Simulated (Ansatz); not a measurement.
# Ansatz run, BaTiO3

input.yaml (Ansatz 0.2.0)

```yaml
crystal:
  lattice:
    - [4.02930962, 4.02930962, 0.0]
    - [0.0, 4.02930962, 4.05288815]
    - [4.02930962, 0.0, 4.05288815]
  atoms:
    - { symbol: Ba, position: [0.0, 0.0, 0.0] }
    - { symbol: Ba, position: [0.5, 0.5, 0.5] }
    - { symbol: Ti, position: [0.24895, 0.25105, 0.25105] }
    - { symbol: Ti, position: [0.74895, 0.75105, 0.75105] }
    - { symbol: O, position: [0.00765, 0.49235, 0.49235] }
    - { symbol: O, position: [0.50765, 0.99235, 0.99235] }
    - { symbol: O, position: [0.4935, 0.5065, 0.0065] }
    - { symbol: O, position: [0.9935, 0.0065, 0.5065] }
    - { symbol: O, position: [0.4935, 0.0065, 0.5065] }
    - { symbol: O, position: [0.9935, 0.5065, 0.0065] }
  symmetry: { tolerance: 0.0003 }
kpoints:
  mp_grid: { grid: [6, 6, 6], shift: [0, 0, 0] }
  band_path:
    path:
      - [0.0, 0.0, 0.0]
      - [0.5, 0.5, 0.0]
      - [1.0, 0.5, 0.5]
      - [0.0, 0.0, 0.0]
      - [0.0, 0.5, 0.5]
      - [0.5, 1.0, 0.5]
      - [1.0, 1.0, 1.0]
      - [0.0, 0.5, 0.5]
    npoints: 7
magnetization:
  spin_polarized: false
scf:
  occupations: { method: fermi_dirac }
  lower_state_search: "off"
  max_iter: 200
hamiltonian:
  pseudopotentials: { kind: paw }
  xc: r2scan
  hubbard:
    projectors: atomic
    sites:
      - { species: Ti, l: d, u_eff: 5.01 }
      - { species: O, l: p, u_eff: 6.12 }
basis:
  ecutwfc: 500
  fft_grid_basis: typed
output:
  forces: true
  stress: true
  eigenvalues: true
  bader: true
  populations: true
  elf: true
  write_potential: true
  volumetric_format: npy
  dos:
    e_range: [-12, 8]
    de: 0.05
    projected: { site_lists: { Ba: [Ba], O: [O], Ti: [Ti] } }
checkpoint:
  read: saved_state
```

The run starts from an earlier solution of this cell. 

Parts of the output:

```
Pseudopotentials: kind: paw
Pseudopotential: Ba, paw, valence charge 10, recommended cutoff 500 eV (meta_gga), Ba.paw.azcp
Pseudopotential: Ti, paw, valence charge 12, recommended cutoff 500 eV (meta_gga), Ti.paw.azcp
Pseudopotential: O, paw, valence charge 6, recommended cutoff 500 eV (meta_gga), O.paw.azcp
Functional definition: r2SCAN
  exchange = r2scan_x(k0 = k0, k1 = k1, a1 = a1)
  correlation = r2scan_c
Crystal: 10 atoms, lattice volume = 131.600 Å³
Basis set: ecut = 500 eV, 3367 PW (Γ), exchange–correlation on 180×180×180 points (64 copies of the dense FFT grid, shifted against one another)
Bands: 50, of which v1, the nominal top of the filled ones, is band 40 counted from 1 (39 counted from 0)
Symmetry: 16 space group operations
Space group: P4mm (ITA 99), of the structure as read, at distance tolerance 1.5e-3 Å
k-points: 30 of 216 (time reversal used)
Initial density: read from a saved state, or passed on in memory by an earlier SCF of this step, an earlier step, the calling program or the single point that the run made first
Functional: x = r2scan, c = r2scan; τ floored in thin density (d = 2e-4 eV/Å³)
SCF iter   1: F=-20349.6283 eV  Δρ=5.44e-3  dr2=2.57e-3  dr2_τ=1.26e-2
SCF iter   2: F=-20349.6302 eV  Δρ=2.90e-3  dr2=8.36e-4  dr2_τ=1.95e-3
SCF iter   3: F=-20349.6303 eV  Δρ=6.69e-4  dr2=4.28e-4  dr2_τ=8.89e-5
SCF iter   4: F=-20349.6306 eV  Δρ=1.31e-4  dr2=1.63e-5  dr2_τ=2.78e-6
SCF iter   5: F=-20349.6307 eV  Δρ=3.83e-5  dr2=1.96e-6  dr2_τ=1.60e-7
SCF iter   6: F=-20349.6307 eV  Δρ=1.74e-5  dr2=3.81e-7  dr2_τ=2.21e-8
SCF iter   7: F=-20349.6307 eV  Δρ=4.97e-6  dr2=2.47e-8  dr2_τ=2.18e-9
Free energy (F): -20349.6307 eV
Harris-Foulkes:  -20349.6307 eV  (|F-HF|=3.79e-9)
Internal energy: -20349.6307 eV  (E = F + TS)
E sigma→0 (E₀):  -20349.6307 eV
Entropy (-TS):    0.0000 eV (-0.000 meV/atom)
Fermi energy:    9.8430 eV
--- Per-component energies (eV) ---
  E_band       = -471.3994
  E_kinetic    = 1947.1757
  E_local      = -4243.7223  (includes V_loc(G=0)·N_el)
  E_nonlocal   = 393.9071
  E_hartree    = 1645.7281
  E_xc         = -951.3374
  E_vxc        = -1209.0314  (∫ρ·V_xc dr)
  E_hubbard    = 16.2253  (on-site DFT+U / exact-exchange correction)
  E_vhub       = -87.1302  (the Hubbard potential's part of the band-sum identity)
  E_paw        = -13567.9494  (= ΣΔE_a)
  E_vpaw       = -637.5899  (= ΣTr[D̂ρ^β])
  E_aug_tail   = 0.0065  (compensation charges beyond the density's cutoff)
  E_vtau       = 73.5289  (kinetic-family band-sum trace: ∫τ·v_τ [+ j·A + Jᵃ·Aᵃ] dr)
  E_ewald      = -5589.1066
  E_core_change = -0.5577  (= ΣΔE_core)
  E_smearing   =  0.0000  (= −TS)
--- Forces (eV/Å), atoms counted from 1 ---
  atom   1  Ba     0.0000     0.0000    -0.0443
  atom   2  Ba     0.0000     0.0000    -0.0443
  atom   3  Ti     0.0000     0.0000     0.5117
  atom   4  Ti     0.0000     0.0000     0.5117
  atom   5  O      0.0000     0.0000     0.7592
  atom   6  O      0.0000     0.0000     0.7592
  atom   7  O      0.0000     0.0000    -0.6133
  atom   8  O      0.0000     0.0000    -0.6133
  atom   9  O      0.0000     0.0000    -0.6133
  atom  10  O      0.0000     0.0000    -0.6133
--- Stress (GPa, compression-positive) ---
       -6.2279       0.0000       0.0000
        0.0000      -6.2279       0.0000
        0.0000       0.0000      -6.8638
  P = ⅓ Tr σ = -6.4398 GPa (-64.398 kbar)
```

Absolute energies hang on the potentials; compare differences alone.

Origin: a database entry at a rescaled volume.
